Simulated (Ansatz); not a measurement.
Data:

VSn₂:
```cif
data_Sn8V4
_chemical_formula_sum 'V4 Sn8'
_space_group_name_H-M_alt 'P 1'
_space_group_IT_number 1
_cell_length_a 10.36975
_cell_length_b 9.64569
_cell_length_c 5.41342
_cell_angle_alpha 81.846
_cell_angle_beta 67.039
_cell_angle_gamma 31.115
loop_
_space_group_symop_operation_xyz
  'x, y, z'
loop_
_atom_site_label
_atom_site_type_symbol
_atom_site_fract_x
_atom_site_fract_y
_atom_site_fract_z
_atom_site_occupancy
V1 V 0.87742 0.87742 0.62258 1
V2 V 0.62258 0.62258 0.87742 1
V3 V 0.37258 0.37258 0.62742 1
V4 V 0.62742 0.62742 0.37258 1
Sn1 Sn 0.91629 0.58371 0.91629 1
Sn2 Sn 0.58371 0.91629 0.58371 1
Sn3 Sn 0.33371 0.66629 0.33371 1
Sn4 Sn 0.66629 0.33371 0.66629 1
Sn5 Sn 0.16611 0.16611 0.33389 1
Sn6 Sn 0.33389 0.33389 0.16611 1
Sn7 Sn 0.08389 0.08389 0.91611 1
Sn8 Sn 0.91611 0.91611 0.08389 1
```

This is the PBEsol-relaxed structure.

### Question
All from DFT-PBEsol in the program Ansatz with PAW potentials, unless another level is named. Estimate the formation energy from the elements (no fitted shifts).

### Answer
-0.11 eV/atom.

### Question
Next, the density of states at the Fermi level?

### Answer
0.71 states/eV per atom (mean over ±0.08 eV).

Space group Fddd. The workflow started from a Materials Project entry (that database holds measured and hypothetical structures alike); the Crystallography Open Database files this formula in space group No. 70, but the cells were not matched. Its standing as an ambient phase is unchecked. The cell was relaxed with PBEsol under the symmetry of its start; whether a distortion lowers the energy is not shown. The run is not spin-polarised. The references are the lowest solids computed at this level, not always the standard phases. Spin–orbit coupling is left out wherever it is not named.

Potentials: the later of the program's two PAW sets.
